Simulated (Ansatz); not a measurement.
**Conduction electrons in Mg (Im-3m)**

```
CELL_PARAMETERS angstrom
-1.77781 1.77781 1.77781
1.77781 -1.77781 1.77781
1.77781 1.77781 -1.77781
ATOMIC_POSITIONS crystal
Mg 0.00000 0.00000 0.00000
```

The conventional cell has a = 3.556 Å, b = 3.556 Å, c = 3.556 Å, α = 90.00°, β = 90.00°, γ = 90.00°. Around Mg (atom 1) lie 8 Mg at 3.08 Å.

Level of theory, where no other is named: PBEsol, all-electron LAPW in Ansatz 0.2.0, scalar-relativistic. k mesh 18×18×18, fine mesh 28×28×28, Fermi-Dirac smearing of 0.050 eV, basis error target 1 meV/atom. The cell was relaxed by PAW under this functional, which moved its volume by +75 % from the database entry's. The structure is one entry of a database and needn't be the stable phase.

Levels and slopes are solved on a 28×28×28 mesh, and each state is taken as quadratic over its cell.

(1) What is the density of states at the Fermi level, and which bare Sommerfeld coefficient follows?

(2) What Drude plasma energy and σ/τ do the band velocities give?

(3) Which bands cross the Fermi level, and what do they carry?

(4) Map the plane k₃ = 0 of the mesh: how many bands lie under the Fermi level at each point, counted from the least on the plane?

(5) On PAW files the program sums the optical response inside the mesh cells, interband lines and its own Drude term. Where does ε₁ rise through zero (a sharp plasmon if ε₂ is small there), and how much light is reflected?

(6) What does PAW give for the same cell?

Answers

(1) N(E_F) = 0.424 states/eV/atom (both spins), so γ = (π²/3) k_B² N(E_F) = 1 mJ/(mol-atom K²) without electron-phonon or spin-fluctuation enhancement.

(2) (ħω_p,α)² = (e²/ε₀VN_k) Σ_nkσ (∂E/∂k_α)² δ(E − E_F) gives ħω_p = (8.48, 8.48, 8.48) eV along x, y, z, and σ/τ = ε₀ω_p² = 14.7×10²⁰ Ω⁻¹m⁻¹s⁻¹ along x. Weighted by the density of states, the mean Fermi speed is 1.17×10⁶ m/s; the surface has an area of 18 Å⁻² for each spin direction.

(3) 

| band | filled part | N (states/eV/cell) | speed (10⁶ m/s) | 5th to 95th percentile | area (Å⁻²) | filling |
| --- | --- | --- | --- | --- | --- | --- |
| 1 | 0.93 | 0.174 | 1.17 | 0.69 to 1.47 | 7.39 | nearly full |
| 2 | 0.07 | 0.25 | 1.17 | 0.53 to 1.49 | 10.6 | nearly empty |

(4) k₁ runs to the right and k₂ upwards, each from −½ to ½ with 0 in the middle (the axes needn't be at right angles):
```
1100000000000011111000000111
1000000000000000111100000111
0000000000000000001110000111
0000000000000000000000000000
0000000000000000000000000000
0000000000000000000000000000
0000000000000000000000000000
0000000000000000000000000100
0000000000000000000000000110
0000000000000000000000000111
0000000000000000000000000011
1000000000000000000000000011
1000000000000000000000000001
1100000000000000000000000001
1100000000000000000000000000
1110000000000000000000000000
0110000000000000000000000000
0111000000000000000000000000
0011000000000000000000000000
0001000000000000000000000000
0000000000000000000000000000
0000000000000000000000000000
0000000000000000000000000000
0000000000000000000000000000
0111000011100000000000000000
1111000001111000000000000000
1111000000111110000000000001
1110000000001111100000000011
```

(5) 

- Fine mesh: 28, 28, 28
- Window top: 30 eV
- Line width: 0.25 eV
- Drude damping: 0.05 eV
- ε₁ rises through zero at x: 10.5 eV
- ε₂ there x: 0.03
- Plasma energy (x, y, z): 8.544, 8.544, 8.544 eV
- Reflectivity at 1 eV, x-polarised: 0.9294
- Reflectivity at 2 eV, x-polarised: 0.9454
- Reflectivity at 3 eV, x-polarised: 0.9489

The plasma energy here is the program's own sum at the run's smearing; it differs from the value above by up to 1 %, through mesh and smearing.

(6) N(E_F) = 0.424 states/eV/atom and ħω_p,x = 8.49 eV.

Known limits: these sums move with the mesh, by several per cent and more for small sheets; frozen-core PAW files fitted under PBE, their cores solved anew for the functional of the run.
